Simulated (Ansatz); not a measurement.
Question: I (molecular I2 type, Cmce) is relaxed with DFT-LDA in the program Ansatz with PAW potentials. What lattice parameters of the conventional cell result?

Answer: a = 7.151 Å, b = 4.323 Å, c = 9.529 Å.

Question: Give the free coordinates with the occupied sites.

Answer: In one choice of origin and axes:

```json
[
 {"atom": "I", "site": "8f", "symmetry": "m..", "x": "0.0000", "y": "0.1790", "z": "0.1231"}
]
```

Question: Is it a metal or does it have a gap at this level?

Answer: A gap of 0.68 eV, indirect.

Symmetry was held in the LDA relaxation. A crystal of weakly bound units computed without a dispersion correction: the cell and the soft elastic constants depend strongly on that. Spin–orbit coupling is left out wherever it is not named.

Potentials: the later of the program's two PAW sets.
